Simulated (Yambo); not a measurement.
Quantum ESPRESSO input (PBE, PseudoDojo standard norm-conserving files, scalar-relativistic) whose wavefunctions are converted with p2y:

```
&CONTROL
  calculation = 'nscf'
  pseudo_dir = './pseudo'
  outdir = './out'
/
&SYSTEM
  ibrav = 0
  nat = 2
  ntyp = 2
  ecutwfc = 82.0
  ecutrho = 328.0
  occupations = 'fixed'
  force_symmorphic = .true.
  nbnd = 78
/
&ELECTRONS
  conv_thr = 2e-09
  diago_full_acc = .true.
  diago_thr_init = 1e-08
/
ATOMIC_SPECIES
C 12.0110 C.upf
Si 28.0850 Si.upf
CELL_PARAMETERS angstrom
  0.000000000000   2.176995000000   2.176995000000
  2.176995000000   0.000000000000   2.176995000000
  2.176995000000   2.176995000000   0.000000000000
ATOMIC_POSITIONS crystal
C   0.000000000000   0.000000000000   0.000000000000
Si   0.750000000000   0.750000000000   0.750000000000
K_POINTS automatic
4 4 4 0 0 0
```

Yambo's initialisation report on symmetry, reciprocal space, the k grid and the gaps on this mesh:

```
  [02.02] Symmetries
  ==================

  Inversion symmetry    : yes
  Spatial inversion     : no
  Inversion index       :  25
  K-space Time-reversal : yes
  Magnetic symmetries   : no
  Time-reversal derived K-space symmetries:   25   48
  Group table correct   : yes
  Symmetries units      :  [cc]

  [02.03] Reciprocal space
  ========================

  nG shells         :  189
  nG charge         :  13851
  nG WFs            :  2201
  nC WFs            :  1807
  G-vecs. in first 18 shells:  [ Number ]
     1    9   15   27   51   59   65   89  113
    137   169   181   229   259   283   307   331   339
  ...
  Shell energy in first 18 shells:  [ mHa ]
    0.00000      874.739      1166.32      2332.64      3207.38      3498.96      4665.27      5540.01      5831.59
    6997.91      7872.65      9330.55      10205.3      10496.9      11663.2      12537.9      12829.5      13995.8
  ...

  [02.04] K-grid lattice
  ======================

  Compatible Grid is   : 3D
  Base K vectors       :  K_min[ 1 ]  K_min[ 2 ]  K_min[ 3 ]
  K_min[ 1 ] :  0.250000  0.000000  0.000000 [rlu]
  K_min[ 2 ] :  0.000000  0.000000  0.250000 [rlu]
  K_min[ 3 ] :  0.000000 -0.250000  0.000000 [rlu]
  Grid dimensions      :   4   4   4
  K lattice UC volume  :  0.027833 [a.u.]

  IBZ K-points                                      :   8
  BZ  K-points                                      :   64

  K/Q-points units:
  rlu = crystal or reduced units; cc = cartesian coordinates; iku = interal k-units

  K [1]          [rlu]:  0.000000  0.000000  0.000000
         WF components:  1807
  K [2]          [rlu]:  0.000000  0.000000  0.250000
         WF components:  1757
  K [3]          [rlu]:  0.000000  0.000000 -0.500000
         WF components:  1718
  K [4]          [rlu]:  0.000000  0.250000  0.250000
         WF components:  1748
  K [5]          [rlu]:  0.000000  0.250000 -0.500000
         WF components:  1741
  K [6]          [rlu]:  0.000000  0.250000 -0.250000
         WF components:  1750
  K [7]          [rlu]:  0.000000 -0.500000 -0.500000
         WF components:  1724
  K [8]          [rlu]:  0.250000 -0.500000 -0.250000
         WF components:  1744

  [02.05] Energies & Occupations
  ==============================

  [X] === General ===
  [X] Electronic Temperature                        :  0.000000  0.000000 [eV K]
  [X] Bosonic    Temperature                        :  0.000000  0.000000 [eV K]
  [X] Finite Temperature mode                       : no
  [X] El. density                                   :  0.38769E+24 [cm-3]
  [X] Fermi Level                                   :  9.529526 [eV]

  [X] === Gaps and Widths ===
  [X] Conduction Band Min                           :  1.360271 [eV]
  [X] Valence Band Max                              :  0.000000 [eV]
  [X] Filled Bands                                  :   4
  [X] Empty Bands                                   :    5   78
  [X] Direct Gap                                    :  4.556445 [eV]
  [X] Direct Gap localized at k                     :   7
  [X] Indirect Gap                                  :  1.360271 [eV]
  [X] Indirect Gap between kpts                     :   1   7
  [X] Last valence band width                       :  4.701204 [eV]
  [X] 1st conduction band width                     :  4.896750 [eV]
```
The gaps are PBE values on this mesh alone; only operations without fractional translations are kept.

Geometry of the Materials Project entry, not relaxed at this level.
